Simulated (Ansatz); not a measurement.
Computed properties of Te₂Rh

Te$_{2}$Rh:
```
CELL_PARAMETERS angstrom
      6.38887     0.00000     0.00000
      0.00000     6.38887     0.00000
      0.00000     0.00000     6.38887
ATOMIC_POSITIONS crystal
  Rh 0.00000 0.00000 0.00000
  Rh 0.50000 0.00000 0.50000
  Rh 0.50000 0.50000 0.00000
  Rh 0.00000 0.50000 0.50000
  Te 0.36722 0.36722 0.36722
  Te 0.13278 0.63278 0.86722
  Te 0.86722 0.13278 0.63278
  Te 0.63278 0.86722 0.13278
  Te 0.63278 0.63278 0.63278
  Te 0.86722 0.36722 0.13278
  Te 0.13278 0.86722 0.36722
  Te 0.36722 0.13278 0.86722
```

Space group Pa-3 (No. 205); conventional cell a = 6.389 Å, b = 6.389 Å, c = 6.389 Å, α = 90.00°, β = 90.00°, γ = 90.00°.

Method: plane-wave PAW LDA (Ansatz code). The cell and atoms are relaxed at this level. Other levels are named where they apply.

**Cell and energy**

```
Item                                                           Value
-----------------------------------------------------  -------------
Volume per atom                                             21.73 Å³
Density                                                   9.12 g/cm³
Formation energy from the elements (no fitted shifts)  -0.44 eV/atom
```

**Electronic structure**

```
Item                                                                         Value
------------------------------------  --------------------------------------------
Electronic character                                             metallic (no gap)
Density of states at the Fermi level  0.70 states/eV per atom (mean over ±0.08 eV)
```

**Mechanics**

```
Quantity                                                                      Result
--------------------------------------------  --------------------------------------
Elastic constants (relaxed ions, GPa)              C11 = 220, C12 = 70.8, C44 = 51.6
Mechanical stability                          stable (all eigenvalues of C positive)
Hill bulk and shear moduli                                          120 and 59.8 GPa
Young's modulus                                                              154 GPa
Poisson's ratio                                                                 0.29
Debye temperature from the elastic constants                                   305 K
```

**Phonons**

```
Item                                           Result
-----------------------------  ----------------------
Highest zone-centre frequency               206 cm^-1
Zone-centre stability          no imaginary mode at Γ
```

The workflow started from an entry of the Crystallography Open Database (COD), which files this formula under 2 space groups. Whether it is the stable phase at ambient conditions was not checked. The LDA relaxation kept the symmetry of its start. The run is not spin-polarised. As this level gives no gap, shear constants depend on the k-mesh and smearing (Fermi–Dirac, 0.1 eV here). As this level gives no gap, phonon frequencies hold no LO–TO term and depend on the k-mesh and smearing (Fermi–Dirac, 0.1 eV here). The references are the lowest solids computed at this level, not always the standard phases. Scalar-relativistic: spin–orbit coupling is off unless named, which matters more the heavier the elements.

Potentials: the later of the program's two PAW sets.
